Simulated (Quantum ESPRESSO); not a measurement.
## Calculated data, AlSi$_{3}$C$_{3}$N (made-up cell)

All values are calculated (Quantum ESPRESSO 7.5). Calculation on a made-up crystal cell, not a measurement, run twice, once with a planted mistake found by running each candidate: periodic Kohn-Sham density functional theory in plane waves with PseudoDojo standard norm-conserving scalar-relativistic pseudopotentials, each functional with its own files (v0.5 for PBE, v0.4.1 for LDA and PBEsol), no spin polarisation, no spin-orbit coupling, atoms not relaxed, stress positive in tension, energies less a fixed whole-eV offset for each atom's element; levels are Kohn-Sham levels at fractions of this cell's reciprocal vectors, counted from the reference band (half the neutral cell's valence electrons, rounded up) at Gamma; error bars cover cutoff and k-mesh only, not smearing or the files; each bar is the largest change over components, and at least 0.002 eV, 0.002 eV per angstrom or 0.02 GPa; a charged cell sits in a uniform background, with energy and stress on this program's zero of potential; energies are for the whole cell, and the offsets were chosen from early runs and are not element reference energies; a distance is the largest change of any value in units of its error bar (the energy's for the smearing term), a scale change is of lengths, and a coarse mesh keeps the half-step shift.

```json
{"formula": "AlSi3C3N", "kind": "made-up cell", "intended_structure": {"cell_angstrom": [[3.1551, 0.0, 0.0], [0.0, 5.4649, 0.0], [0.0, 0.0, 5.1524]], "atoms_fractional": [["Si", 0.03274, -0.0043, 0.01048], ["Si", 0.52943, 0.50634, 0.01229], ["Al", 0.55444, 0.18033, 0.48461], ["Si", -0.03173, 0.66272, 0.49231], ["C", 0.01445, 0.02694, 0.36369], ["C", 0.53317, 0.50321, 0.38264], ["N", 0.48347, 0.15737, 0.89574], ["C", 0.00117, 0.67231, 0.88786]]}, "given": {"lattice_type": "wurtzite", "intended_functional": "pbe", "intended_cutoff [eV]": 1143, "intended_fermi_dirac_smearing [eV]": 0.025, "intended_scf_tolerance [eV]": 1e-07, "intended_electrons_removed": 0, "healthy_free_energy_less_offsets [eV]": -2.443, "healthy_scf_iterations": 12, "healthy_smearing_term_minus_ts [eV]": 0.0, "healthy_pressure [GPa]": -2.75, "healthy_stress_xx [GPa]": -1.53, "healthy_stress_yy [GPa]": 2.82, "healthy_stress_zz [GPa]": 6.96, "healthy_stress_yz [GPa]": -1.46, "healthy_stress_xz [GPa]": 1.64, "healthy_stress_xy [GPa]": -1.51, "healthy_reference_band": 16, "faulty_free_energy_less_offsets [eV]": -2.424, "faulty_scf_iterations": 5, "faulty_smearing_term_minus_ts [eV]": 0.0, "faulty_pressure [GPa]": -1.8, "faulty_stress_xx [GPa]": -2.63, "faulty_stress_yy [GPa]": 2.09, "faulty_stress_zz [GPa]": 5.94, "faulty_stress_yz [GPa]": -1.57, "faulty_stress_xz [GPa]": 1.62, "faulty_stress_xy [GPa]": -1.19, "faulty_reference_band": 16, "candidate_k_points_along_each_vector": 2, "candidate_cutoff [eV]": 694, "candidate_smearing [eV]": 0.38, "candidate_functional": "lda", "candidate_scf_tolerance [eV]": 0.1, "candidate_electrons_removed": 1, "candidate_scale_change [percent]": 0.57, "candidate_first_exchanged_site": 5, "candidate_second_exchanged_site": 7, "intended_k_mesh": "6 x 4 x 4, shifted by half a step", "structure_shown": "as intended, without the mistake", "atom_site": [1, 2, 3, 4, 5, 6, 7, 8], "atom_energy_offset [eV]": [-115, -115, -64, -115, -163, -163, -283, -163], "healthy_force_site": [1, 2, 3, 4, 5, 6, 7, 8], "healthy_force_x [eV/angstrom]": [-1.337, -1.53, -3.078, 4.016, 2.397, -3.384, 1.879, 1.036], "healthy_force_y [eV/angstrom]": [0.504, -0.729, -1.425, 3.259, -3.912, 1.643, 1.552, -0.894], "healthy_force_z [eV/angstrom]": [1.189, 0.497, 1.624, 0.771, -0.093, -1.556, -1.047, -1.385], "healthy_level_k_point": ["Gamma", "(1/2,1/2,1/2)", "(0.15,0,0)", "(0,0.15,0)", "(0,0,0.15)"], "healthy_next_band_up [eV]": [1.46, 1.333, 2.341, 1.659, 1.495], "faulty_force_site": [1, 2, 3, 4, 5, 6, 7, 8], "faulty_force_x [eV/angstrom]": [-1.275, -1.523, -3.103, 3.989, 2.414, -3.355, 1.827, 1.025], "faulty_force_y [eV/angstrom]": [0.535, -0.745, -1.375, 3.279, -3.961, 1.611, 1.567, -0.91], "faulty_force_z [eV/angstrom]": [1.266, 0.599, 1.599, 0.683, -0.184, -1.604, -0.991, -1.368], "faulty_level_k_point": ["Gamma", "(1/2,1/2,1/2)", "(0.15,0,0)", "(0,0.15,0)", "(0,0,0.15)"], "faulty_next_band_up [eV]": [1.765, 1.63, 2.651, 1.956, 1.8], "candidate_mistake": ["coarse kmesh", "low cutoff", "wide smearing", "wrong functional", "loose scf", "wrong charge", "cell scaled", "atoms exchanged"]}, "results": {}}
```

**Q.** AlSi$_{3}$C$_{3}$N (made-up cell): fault kind?
**A.** loose scf

Further results for AlSi$_{3}$C$_{3}$N (made-up cell):

```
other mistakes compared             : 7
distance from healthy               : 154.8 error bars
distance from nearest other mistake : 107.9 error bars
healthy error bar energy            : 0.002058 eV
healthy error bar stress            : 0.06935 GPa
healthy error bar force             : 0.003952 eV/Å
healthy error bar next band up      : 0.002 eV
```
